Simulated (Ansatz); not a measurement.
KTl2CrF6 in space group Fm-3m (No. 225; K on 4b, Cr on 4a, Tl on 8c, F on 24e), DFT-r²SCAN in the program Ansatz with PAW potentials. The conduction-band minimum lies at X, with 3 equivalent valleys. Second derivatives d²E/dk² of the lowest band at one valley (eV·Å²), along Cartesian directions:

| direction | d²E/dk² |
|---|---|
| [100] | 23.08 |
| [010] | 10.24 |
| [001] | 10.24 |
| [110] | 16.66 |
| [101] | 16.66 |
| [011] | 10.24 |

### Question
Find the principal effective masses, the density-of-states mass and the conductivity mass.

### Answer
Off-diagonal terms follow from H_xy = H[110] − (H_xx + H_yy)/2, and m*/mₑ = 7.620 eV·Å² over each eigenvalue: 0.33, 0.74, 0.74. One valley's DOS mass (m₁m₂m₃)^(1/3) = 0.57, conductivity mass 3/(Σ 1/mᵢ) = 0.52 mₑ.

### Question
What effective density of states Nc follows at 300 K for parabolic valleys?

### Answer
Nc = 2.509e19 × 3 × (0.57)^(3/2) / 2 (one spin channel) ≈ 1.6e19 cm⁻³.

The workflow started from a Materials Project entry (that database holds measured and hypothetical structures alike); the Crystallography Open Database copy checked does not list it. Whether it is the stable phase at ambient conditions was not checked. The cell was relaxed with r²SCAN under the symmetry of its start; its stability against distortions is not shown here. Spin order of the final state: ferromagnetic, chosen from 3 collinear starts compared on coarse meshes (ties went to the first, and starts can fall back to one state), not a proven ground state. Other orbital occupations within this spin state were not tried. No Hubbard U is applied. Spin–orbit coupling is left out wherever it is not named.

Potentials: the later of the program's two PAW sets.

Edges and masses are those of Kohn–Sham bands, whose gap is no quasiparticle gap.
